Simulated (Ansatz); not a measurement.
Data:

In2W:
```cif
data_In4W2
_chemical_formula_sum 'In4 W2'
_space_group_name_H-M_alt 'P 1'
_space_group_IT_number 1
_cell_length_a 6.57573
_cell_length_b 5.48355
_cell_length_c 5.27015
_cell_angle_alpha 75.365
_cell_angle_beta 53.789
_cell_angle_gamma 50.846
loop_
_space_group_symop_operation_xyz
  'x, y, z'
loop_
_atom_site_label
_atom_site_type_symbol
_atom_site_fract_x
_atom_site_fract_y
_atom_site_fract_z
_atom_site_occupancy
In1 In 0.07777 0.42223 0.07777 1
In2 In 0.42223 0.07777 0.42223 1
In3 In 0.17223 0.82777 0.17223 1
In4 In 0.82777 0.17223 0.82777 1
W1 W 0.75000 0.75000 0.75000 1
W2 W 0.50000 0.50000 0.50000 1
```

This is the r²SCAN-relaxed structure.

All from r²SCAN in the plane-wave PAW code Ansatz, unless another level is named. Predict the density of states at the Fermi level.

0.44 states/eV per atom (mean over ±0.08 eV).

Give the formation energy from the elements (no fitted shifts).

596 meV/atom.

Space group Fddd. The start of the workflow was typed in or built on a structure type; neither database checked (COD, Materials Project) lists it. Its standing as an ambient phase is unchecked. The cell was relaxed with r²SCAN under the symmetry of its start; its stability against distortions is not shown here. The run is not spin-polarised. Its formation energy is positive at this level, so the cell may be metastable or incomplete. The references are the lowest solids computed at this level, not always the standard phases. Scalar-relativistic: spin–orbit coupling is off unless named, which matters more the heavier the elements.

Potentials: the earlier of the program's two PAW sets.
